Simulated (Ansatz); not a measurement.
Nb3Sn (A15, Cr3Si type): values from a third-order Birch-Murnaghan fit to a volume scan beside measured ones. Computed values: PBE (plane waves to 420 eV, PAW, scalar-relativistic; Ansatz, a program for electronic structure). Nb3Sn is run without spin polarisation. Nb3Sn was relaxed with its symmetry unable to fall.

```
quantity                reference                                     kind
----------------------  ---------  ---------------------------------------
Lattice constant a (Å)      5.289   measured, room temperature or unstated
Bulk modulus B₀ (GPa)         165  measured at or taken to low temperature
```

References as given in: Priinits, Taimo, Vargunin, Artjom, Liivand, Aleksandr, (2024), arXiv:2406.00817; Z. W. Lu, Barry M. Klein, Physical Review Letters (1997), arXiv:cond-mat/9704251. Values not taken to low temperature hold thermal and zero-point shifts that a static calculation lacks, so small differences there are no errors of the method.

**Question.** Estimate the PBE values and the sign and size of each difference.

**Answer.** 
```json
[
 {"quantity": "Lattice constant a (Å)", "PBE": "5.319", "difference": "+0.6 %"},
 {"quantity": "Bulk modulus B₀ (GPa)", "PBE": "161", "difference": "-2.2 %"}
]
```

For the bulk modulus B₀ it lies within 5 % of the reference.

(Under strain, the slope of the energy per volume gives the stress and its curvature an elastic modulus.)
